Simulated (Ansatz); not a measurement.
WS$_{2}$:
```
WS2
1.0
    3.15411     0.00000     0.00000
   -1.57705     2.73154     0.00000
    0.00000     0.00000    12.14106
W S
2 4
Cartesian
  0.00000   1.82103   9.10579
  1.57705   0.91051   3.03526
  0.00000   1.82103   1.46058
  1.57705   0.91051  10.68048
  1.57705   0.91051   7.53110
  0.00000   1.82103   4.60995
```

Plane-wave PAW PBE+D3(BJ) (Ansatz code) gives a gap of 0.88 eV without spin–orbit coupling, maximum at Γ, minimum on the K–Γ line, 48 % of the way from K.

Task: What happens when spin–orbit coupling is switched on?

Result: The gap shrinks by 0.04 eV, to 0.84 eV; maximum at Γ, minimum on the K–Γ line, 48 % of the way from K.

Task: Give the electron effective mass with spin–orbit coupling.

Result: 0.48, 0.51, 0.54 mₑ (principal values).

Task: Give the hole effective mass with spin–orbit coupling.

Result: 0.55, 0.55, 0.88 mₑ (principal values).

Task: Give the Z2 indices of the occupied bands with spin–orbit coupling.

Result: 0;(000).

Space group P6_3/mmc. The cell was relaxed with PBE+D3(BJ) under the symmetry of its start; phonons on a q-mesh show no instability. No spin polarisation was allowed.

Potentials: the later of the program's two PAW sets.
